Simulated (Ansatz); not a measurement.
Input:

OsC:
```xyz
2
Lattice="2.6901 0.0000 0.0000 0.0000 2.6901 0.0000 0.0000 0.0000 2.6901" Properties=species:S:1:pos:R:3 pbc="T T T"
Os     0.0000     0.0000     0.0000
C      1.3451     1.3451     1.3451
```

This is the PBE-relaxed structure.

All from the program Ansatz at the PBE level (PAW), unless another level is named. Predict the electronic character.

metallic (no gap).

Give the formation energy from the elements (no fitted shifts).

1.46 eV/atom.

What about the density of states at the Fermi level?

0.50 states/eV per atom (mean over ±0.08 eV).

And the gap with spin–orbit coupling?

none (metallic).

Space group Pm-3m (CsCl type). The cell is a constructed one: a structure type filled with these elements; neither database checked (COD, Materials Project) lists it. Whether it is the stable phase at ambient conditions was not checked. Symmetry was held in the PBE relaxation; whether a distortion lowers the energy is not shown. The run is not spin-polarised. The references are the lowest solids computed at this level, not always the standard phases. Scalar-relativistic: spin–orbit coupling is off unless named, which matters more the heavier the elements.

Potentials: the earlier of the program's two PAW sets.
